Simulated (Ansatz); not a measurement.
# Li: stiffness from a series of strains

```
CELL_PARAMETERS angstrom
-1.75000 1.75000 1.75000
1.75000 -1.75000 1.75000
1.75000 1.75000 -1.75000
ATOMIC_POSITIONS crystal
Li 0.00000 0.00000 0.00000
```

Conventional cell: a = 3.500 Å, b = 3.500 Å, c = 3.500 Å, α = 90.00°, β = 90.00°, γ = 90.00°. Around Li (atom 1) lie 8 Li at 3.03 Å.

The structure is an experimental refinement, used without relaxation.

All numbers below come from Ansatz 0.2.0, DFT, PBEsol, all-electron LAPW, scalar-relativistic.

Sampling and basis: a Γ-centred 15×15×15 k mesh, Fermi–Dirac smearing of 0.08 eV, basis error target 0.25 meV/atom, no spin polarisation.

The strain is applied along the Cartesian axes of the cell as listed (the other components stay zero). Fractional coordinates are held (clamped ions).

σ is the change of stress from the unstrained cell, which is at -0.71 GPa; tension is positive, so slopes are stress–strain coefficients at that pressure. In a metal the k mesh adds noise.

Only quantities that a quadratic follows smoothly over the whole series are listed; rougher ones are left out.

| εxx = εyy | σzz (GPa) | σxx (GPa) |
| --- | --- | --- |
| -0.0300 | -0.81 | -0.73 |
| -0.0100 | -0.25 | -0.23 |
| 0.0000 | 0.00 | 0.00 |
| 0.0100 | 0.23 | 0.21 |
| 0.0200 | 0.43 | 0.41 |
| 0.0300 | 0.61 | 0.60 |

(1) Fit the series and read off the stiffness at zero strain.

(2) One run, at εxx = εyy = -0.0200, is withheld. Predict its row.

Answers

(1) Least-squares fits y = p0 + p1 x + p2 x² to the rows give σzz (GPa): p1 = 23.7, p2 = -110; σxx (GPa): p1 = 22.1, p2 = -70. So 2 C12 = 24 GPa and C11 + C12 = 22 GPa.

(2) The fits give -0.52, -0.47; the run gave -0.52, -0.47.
